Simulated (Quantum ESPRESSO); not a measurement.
Ga3MgP3S, convergence and cost over cutoff and k mesh

Computed values, not a measurement. The program is pw.x of Quantum ESPRESSO 7.5 (plane-wave density functional theory). The cell is made up: 8 atoms on a zincblende/diamond lattice, with randomly drawn elements, strain and displacements, not relaxed. PseudoDojo standard norm-conserving files (v0.5 for PBE, v0.4.1 for LDA and PBEsol) set the functional; there is no spin polarisation, spin-orbit coupling or dispersion term, and the masses in the input are unused placeholders.

Input of the run in row 4:

```
&control calculation='scf', pseudo_dir='./dojo.nc.sr.pbe.v0_5.standard.upf', outdir='./o', disk_io='medium', tprnfor=.true., tstress=.true. /
&system ibrav=0, nat=8, ntyp=4, nbnd=41, ecutwfc=84.00895049, nosym=.true., tot_charge=0,
 occupations='smearing', smearing='fd', degauss=0.0018374661
/
&electrons conv_thr=7.350e-09, electron_maxstep=60, /
ATOMIC_SPECIES
Ga 1.0 Ga.upf
Mg 1.0 Mg.upf
P 1.0 P.upf
S 1.0 S.upf
CELL_PARAMETERS angstrom
5.5023 -0.0184 -0.0537
-0.0184 5.562 -0.0164
-0.0537 -0.0164 5.5508
ATOMIC_POSITIONS angstrom
Ga 0.0564 -0.0443 -0.0398
Ga -0.0459 2.8339 2.7793
Ga 2.6471 0.0441 2.7616
Mg 2.6302 2.6521 0.0218
P 1.2806 1.2899 1.34
P 1.2914 4.1025 4.159
P 4.0135 1.3228 4.124
S 4.0699 4.1268 1.3926
K_POINTS automatic
4 4 4 1 1 1
```

The same cell was run at these settings. Meshes are shifted by half a step, and differences are from the last row, which is itself not exact.

| cutoff (eV) | k mesh | k points solved | threshold (eV) | free energy less the last row's (eV) | pressure (GPa) | largest stress difference (GPa) | largest force difference (eV/Å) | iterations | wall time (s) | k-point pools | processor |
| --- | --- | --- | --- | --- | --- | --- | --- | --- | --- | --- | --- |
| 800 | 2 x 2 x 2 | 4 | 1e-04 | 3.583 | -26.38 | 28.88 | 0.024 | 7 | 27 | 1 | AMD EPYC, Zen 5 class |
| 1143 | 2 x 2 x 2 | 4 | 1e-07 | 0.343 | 2.78 | 0.35 | 0.021 | 10 | 72 | 1 | AMD EPYC, Zen 5 class |
| 723 | 4 x 4 x 4 | 32 | 1e-07 | 11.620 | -79.25 | 81.81 | 0.021 | 10 | 171 | 1 | AMD EPYC, Zen 5 class |
| 1143 | 4 x 4 x 4 | 32 | 1e-07 | 0.006 | 2.44 | 0.00 | 0.003 | 10 | 445 | 1 | AMD EPYC, Zen 5 class |
| 1437 | 6 x 6 x 6 | 108 | 1e-07 | 0.000 | 2.44 | 0.00 | 0.000 | 10 | 2741 | 1 | AMD EPYC, Zen 5 class |

Each pool is one process. Wall times include start-up and a band step at six k points, which weighs most on the coarsest meshes. The runs were on shared virtual cores whose load varied, so times are rough.